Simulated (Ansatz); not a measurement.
# Notes on a calculation: Be (hcp)

**What was measured.** A cell as deposited of hexagonal Be (space group P6_3/mmc), temperature not stated, from the Crystallography Open Database (1984), has a, c = 2.285, 3.584 Å and 8.11 Å³/atom.

The computed numbers are results of PBE, scalar-relativistic (no spin polarisation) in the plane-wave PAW code Ansatz at 420 eV, Γ-centred 20×20×12 mesh, 0.05 eV Gaussian smearing. The datasets are Ansatz's generated set soft_2.

The start, 1 % over the database's volume:

```xyz
2
Lattice="2.2900 0.0000 0.0000 -1.1450 1.9832 0.0000 0.0000 0.0000 3.5884" Properties=species:S:1:pos:R:3 pbc="T T T"
Be    0.0000    1.3221    2.6913
Be    1.1450    0.6611    0.8971
```

The runs in order:

```csv
run,level,k-mesh,kind,V (Å³/atom),P (GPa),E − E(final) (meV/atom),gap on the mesh (eV)
1,PBE,20×20×12,cell and atoms relaxed,7.91,0.0,0.0,metal
```

The final structure (symmetry read at 0.01 Å). The structure is hexagonal, space group P6_3/mmc (No. 194). The conventional cell has a = 2.268 Å, b = 2.268 Å, c = 3.554 Å, α = 90.00°, β = 90.00°, γ = 120.00°. Be (site symmetry -6m2) is surrounded by 12 Be at 2.21 to 2.27 Å. (Neighbours are counted to 15 % beyond the shortest distance.)

At the final geometry the gap, band path included, is zero (metallic). 

**Comparison.** The computed cell (2.268, 3.554 Å, 7.91 Å³/atom) differs from the database's by −2.3 % in volume, about −0.8 % in length. PBE more often overestimates volumes; a smaller cell is partly the thermal expansion and zero-point motion that the static lattice lacks. The database's entry may also be off.
